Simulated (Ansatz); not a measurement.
A plane-wave DFT run in Ansatz 0.2.0 (scalar-relativistic PAW potentials unless the input names others): input and command.

```yaml
crystal:
  lattice:
    - [2.4043547729, 1.3881548753, 4.3744983371]
    - [-2.4043547729, 1.3881548753, 4.3744983371]
    - [0.0, -2.7763097507, 4.374498337]
  atoms:
    - { symbol: Al, position: [0.3521453631, 0.3521453631, 0.3521453631] }
    - { symbol: Al, position: [0.1478546369, 0.1478546369, 0.1478546369] }
    - { symbol: Al, position: [0.6478546369, 0.6478546369, 0.6478546369] }
    - { symbol: Al, position: [0.8521453631, 0.8521453631, 0.8521453631] }
    - { symbol: O, position: [0.5561715226, 0.9438284774, 0.25] }
    - { symbol: O, position: [0.25, 0.5561715226, 0.9438284774] }
    - { symbol: O, position: [0.9438284774, 0.25, 0.5561715226] }
    - { symbol: O, position: [0.4438284774, 0.0561715226, 0.75] }
    - { symbol: O, position: [0.75, 0.4438284774, 0.0561715226] }
    - { symbol: O, position: [0.0561715226, 0.75, 0.4438284774] }
basis:
  ecutwfc: 420
kpoints:
  mp_grid: { grid: [6, 6, 6] }
hamiltonian:
  xc: PBE-sol
scf:
  occupations: { method: gaussian, width: 0.02 }
  max_iter: 100
output:
  forces: true
  eigenvalues: true
  stress: true
```

```bash
ansatz run input.yaml --threads 2 --pin off --max-ram 5120MiB --backend cpu --events-out ev --progress --plain --runs-dir out
```

Problem. Will this input run?

Solution. The program refuses it, because of an unknown functional (hamiltonian.xc: "lda" → "PBE-sol"; the functional meant is spelt pbesol). With the sound run's settings it is accepted.

Abridged log:
```
Error: YAML parse error: error: line 22 column 7: hamiltonian.xc: unknown variant `PBE-sol`, expected one of `lda`, `lda-pw`, `pw92`, `pbe`, `pbesol`, `rpbe`, `revpbe`, `blyp`, `pbe0`, `revpbe0`, `b3lyp`, `b3lyp5`, `hse06`, `wpbeh`, `hiss`, `lc_wpbe`, `cam_b3lyp`, `hf`, `r2scan`, `r2scanh`, `r2scan0`, `r2scan50`, `mr2scan`
  --> <input>:22:7
   |
20 |   mp_grid: { grid: [6, 6, 6] }
21 | hamiltonian:
22 |   xc: PBE-sol
   |       ^ hamiltonian.xc: unknown variant `PBE-sol`, expected one of `lda`, `lda-pw`, `pw92`, `pbe`, `pbesol`, `rpbe`, `revpbe`, `blyp`, `pbe0`, `revpbe0`, `b3lyp`, `b3lyp5`, `hse06`, `wpbeh`, `hiss`, `lc_wpbe`, `cam_b3lyp`, `hf`, `r2scan`, `r2scanh`, `r2scan0`, `r2scan50`, `mr2scan`
23 | scf:
24 |   occupations: { method: gaussian, width: 0.02 }
   |
```